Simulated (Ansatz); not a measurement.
**Ca: computed property card**

Ca:
```yaml
crystal:
  lattice:
    - [3.85268, 0.00000, 0.00000]
    - [-1.92634, 3.33652, 0.00000]
    - [0.00000, 0.00000, 6.34253]
  atoms:
    - { symbol: Ca, position: [0.33333, 0.66667, 0.25000] }
    - { symbol: Ca, position: [0.66667, 0.33333, 0.75000] }
```

Space group P6_3/mmc (No. 194), hcp (Mg type); conventional cell a = 3.853 Å, b = 3.853 Å, c = 6.343 Å, α = 90.00°, β = 90.00°, γ = 120.00°.

Method: PBEsol in the plane-wave PAW code Ansatz. The cell and atoms are relaxed at this level. Other levels are named where they apply.

### Cell and energy

- Volume per atom = 40.77 Å³
- Density = 1.63 g/cm³

### Electronic structure

* **Electronic character**: metallic (no gap)
* **Density of states at the Fermi level**: 0.81 states/eV per atom (mean over ±0.08 eV)

### Mechanics

* **Bulk modulus (Birch–Murnaghan fit)**: 18.1 GPa
* **Pressure derivative B′**: 3.3
* **Elastic constants (relaxed ions, GPa)**: C11 = 30.2, C12 = 15.4, C13 = 7.4, C33 = 41.7, C44 = 7.2
* **Mechanical stability**: stable (all eigenvalues of C positive)
* **Hill bulk and shear moduli**: 18.0 and 8.7 GPa
* **Young's modulus**: 22.5 GPa
* **Poisson's ratio**: 0.29
* **Debye temperature from the elastic constants**: 223 K

The measured cell (COD 9008489; 723 K, pressure taken as ambient) has 44.72 Å³ per atom; the computed volume differs by -8.8 %, which includes thermal expansion and zero-point motion, and at this size may mean another phase or pressure.

The workflow started from an entry of the Crystallography Open Database (COD, 723 K), which files this formula under 3 space groups. It is not the phase usual at ambient conditions (space group No. 225). The PBEsol relaxation kept the symmetry of its start; its stability against distortions is not shown here. As this level gives no gap, shear constants depend on the k-mesh and smearing (Fermi–Dirac, 0.1 eV here). Axis ratios of metals converge slowly with the k-mesh, so a and c are less sure than the volume.

Potentials: the later of the program's two PAW sets.
